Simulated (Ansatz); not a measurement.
## TiSi₃O₈ (anatase sites, Cm) by several functionals

All numbers come from Ansatz 0.2.0. No spin polarisation and no zero-point or thermal motion; the cell was built from a prototype and may be hypothetical.

The cell is TiSi₃O₈ on the sites of the anatase structure (relaxed group Cm); cell and atoms were relaxed with r2SCAN. It is monoclinic, Cm (No. 8); a = 9.469 Å, b = 3.557 Å, c = 7.107 Å, β = 111.8° in the conventional setting, 9.26 Å³ an atom. Ti is surrounded by 6 O at 1.85–1.98 Å; Si is surrounded by 6 O at 1.78–1.82 Å; O is surrounded by 3 Si at 1.78–1.82 Å; O is surrounded by 2 Si at 1.80–1.81 Å and 1 Ti at 1.96 Å; O is surrounded by 2 Si at 1.75–1.79 Å and 1 Ti at 1.90 Å; O is surrounded by 3 Si at 1.80–1.82 Å; Si is surrounded by 6 O at 1.75–1.82 Å; Si is surrounded by 6 O at 1.71–1.80 Å (further sites aren't listed).

```cif
data_structure
_symmetry_space_group_name_H-M 'P 1'
_symmetry_Int_Tables_number 1
_cell_length_a 5.0575
_cell_length_b 5.0575
_cell_length_c 7.1067
_cell_angle_alpha 110.322
_cell_angle_beta 110.322
_cell_angle_gamma 41.178
_cell_volume 111.14
loop_
_atom_site_label
_atom_site_type_symbol
_atom_site_fract_x
_atom_site_fract_y
_atom_site_fract_z
_atom_site_occupancy
Ti1 Ti 0.99393 0.99393 0.00062 1
Si1 Si 0.25984 0.25984 0.37978 1
O1 O 0.46205 0.46205 0.47910 1
O2 O 0.21701 0.21701 0.10942 1
O3 O 0.05643 0.05643 0.28716 1
O4 O 0.80328 0.80328 0.39938 1
Si2 Si 0.00750 0.00750 0.50158 1
Si3 Si 0.24013 0.24013 0.86977 1
O5 O 0.43503 0.43503 0.96829 1
O6 O 0.21259 0.21259 0.60614 1
O7 O 0.04346 0.04346 0.76233 1
O8 O 0.76875 0.76875 0.88642 1
```

Band edges at fixed r2SCAN geometry:
```
 level  k mesh  gap (eV)      kind           edges  least direct gap (eV)
   PBE   8×8×4      2.90  indirect  Γ–C (0.86) → Γ                   3.13
r2SCAN   8×8×4      3.26  indirect  Γ–C (0.86) → Γ                   3.49
 HSE06   4×4×2      4.54  indirect  Γ–C (0.86) → Γ                   4.79
  PBE0   4×4×2      5.31  indirect  Γ–C (0.86) → Γ                   5.56
```
PBE: smearing of 0.02 eV; the others have fixed occupations.
Wave cutoffs: 420 eV, 500 eV (r2SCAN).
Points off the special ones are mesh points or PBE's searched band edges, reused at the other levels.

The HSE06 gap is indirect, 4.54 eV (Γ–C (0.86 of the way from Γ) to Γ), below the direct gap of 4.79 eV at Γ–C (0.90 of the way from Γ). A second conduction valley, at Y₂, lies only 22 meV higher, so their order isn't settled.

r2SCAN covers 22 % of the step from PBE to HSE06. All these functionals give a gap of the same kind, indirect.

r2SCAN (ground state on 6×6×4): The electronic dielectric tensor ε∞ is a tensor with principal values 3.71, 3.84, 3.91. Born charges, averaged over directions: Ti +4.96, Si +3.92 to +4.26, O -2.44 to -1.98 e. The program notes that the ground state's band table doesn't vouch for all the bands that the response reads.

The meshes of the hybrids are coarse, so their gaps aren't converged to the digits shown.
